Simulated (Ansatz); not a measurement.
TaN (rock salt, Fm-3m), r²SCAN (plane waves, PAW; program Ansatz), all energies at zero smearing, with the estimated change up to a 700 eV cutoff added, with one set of potentials and settings (totals compare only within such a set). Cell of 2 atoms (1 N, 1 Ta): -10331.056 eV.

```json
[
 {"element": "N", "reference phase": "Pa-3, 8 atoms in the cell", "E (eV/atom)": "-384.8315"},
 {"element": "Ta", "reference phase": "Im-3m, 1 atoms in the cell", "E (eV/atom)": "-9944.3222"}
]
```

Formation energy per atom, worked out: (-10331.056 − 1×(-384.8315) − 1×(-9944.3222))/2 = -0.951 eV/atom (-92 kJ per mol of atoms), at 0 K, without zero-point energy or fitted corrections.

The r²SCAN relaxation kept the symmetry of its start; of distortions, only those at the zone centre were tested. No spin polarisation was allowed. The references are the lowest solids computed at this level, not always the standard phases (solids in place of the gases). Scalar-relativistic: spin–orbit coupling is off unless named, which matters more the heavier the elements.

Potentials: the later of the program's two PAW sets.
